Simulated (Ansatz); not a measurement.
# Ti$_{3}$C$_{2}$: opening a crack plane

Ti$_{3}$C$_{2}$, P6_3/mmc, a = 3.042 Å, c = 14.985 Å. The structure is a Materials Project entry; whether it is the stable form wasn't checked. Ansatz: PBEsol, PAW, 420 eV, Γ-centred 15×15×3 mesh on 10 atoms, Gaussian smearing 0.15 eV; no spin polarisation. One cut on (001) per cell of 10 atoms is opened rigidly by x, between planes of Ti and Ti that stand 2.81 Å apart; y is the energy per area (8.014 Å², 1 eV/Å² = 16.02 J/m²).

| x (Å) | y (J/m²) |
| --- | --- |
| 0.00 | 0.000 |
| 0.25 | 0.146 |
| 0.50 | 0.497 |
| 0.75 | 0.935 |
| 1.00 | ? |
| 1.50 | 2.193 |
| 2.00 | 2.766 |
| 3.00 | 3.281 |
| 4.50 | 3.388 |
| 6.00 | 3.394 |

**Question.** Fit the universal binding curve y = W[1 − (1 + x/l) e^(−x/l)] to the other rows, give the peak stress, and predict the missing value.

**Answer.** Least squares gives W = 3.46 J/m² and l = 0.697 Å. The stress dy/dx peaks at x = l with W/(e l) = 18.3 GPa, for rigid faces. At x = 1.00: x/l = 1.435, y = 1.454 J/m². The run gave 1.387 J/m², so the fit is 0.067 J/m² too high, within twice the rms miss on the fitted rows (0.055 J/m²).

Cost: 12 runs of about 9.3 core-minutes in all, on AMD EPYC 7R43 (Zen 3) (shared hosts).